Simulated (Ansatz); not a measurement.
Data sheet: Sc3Al (DFT)

Sc3Al:
Space group Pm-3m (No. 221); a = b = c = 4.3741 Å, α = β = γ = 90.00°

| atom | site | symmetry | x | y | z |
|---|---|---|---|---|---|
| Sc | 3c | 4/mm.m | 0.0000 | 0.5000 | 0.5000 |
| Al | 1a | m-3m | 0.0000 | 0.0000 | 0.0000 |

Space group Pm-3m (No. 221), Cu3Au type; conventional cell a = 4.374 Å, b = 4.374 Å, c = 4.374 Å, α = 90.00°, β = 90.00°, γ = 90.00°.

Method: the program Ansatz at the PBEsol level (PAW). Geometry: relaxed at this level of theory. Other levels are named where they apply.

Cell and energy:

| Quantity | Value |
|---|---|
| Volume per atom | 20.92 Å³ |
| Density | 3.21 g/cm³ |
| Formation energy from the elements (no fitted shifts) | -0.26 eV/atom |

Electronic structure:

| Quantity | Result |
|---|---|
| Electronic character | metallic (no gap) |
| Density of states at the Fermi level | 1.3 states/eV per atom (mean over ±0.08 eV) |

Mechanics:

| Property | Result |
|---|---|
| Bulk modulus (Birch–Murnaghan fit) | 67.8 GPa |
| Pressure derivative B′ | 3.5 |
| Elastic constants (relaxed ions, GPa) | C11 = 111, C12 = 45.7, C44 = 54.7 |
| Mechanical stability | stable (all eigenvalues of C positive) |
| Hill bulk and shear moduli | 67.6 and 44.5 GPa |
| Young's modulus | 110 GPa |
| Poisson's ratio | 0.23 |
| Debye temperature from the elastic constants | 446 K |

Phonons:

| Item | Result |
|---|---|
| Highest zone-centre frequency | 251 cm⁻¹ |
| Zone-centre stability | no imaginary mode at Γ |

The workflow started from a Materials Project entry (that database holds measured and hypothetical structures alike); the Crystallography Open Database copy checked does not list it. Whether it is the stable phase at ambient conditions was not checked. Symmetry was held in the PBEsol relaxation. No spin polarisation was allowed. As this level gives no gap, shear constants depend on the k-mesh and smearing (Fermi–Dirac, 0.1 eV here). As this level gives no gap, phonon frequencies hold no LO–TO term and depend on the k-mesh and smearing (Fermi–Dirac, 0.1 eV here). The references are the lowest solids computed at this level, not always the standard phases.

Potentials: the later of the program's two PAW sets.
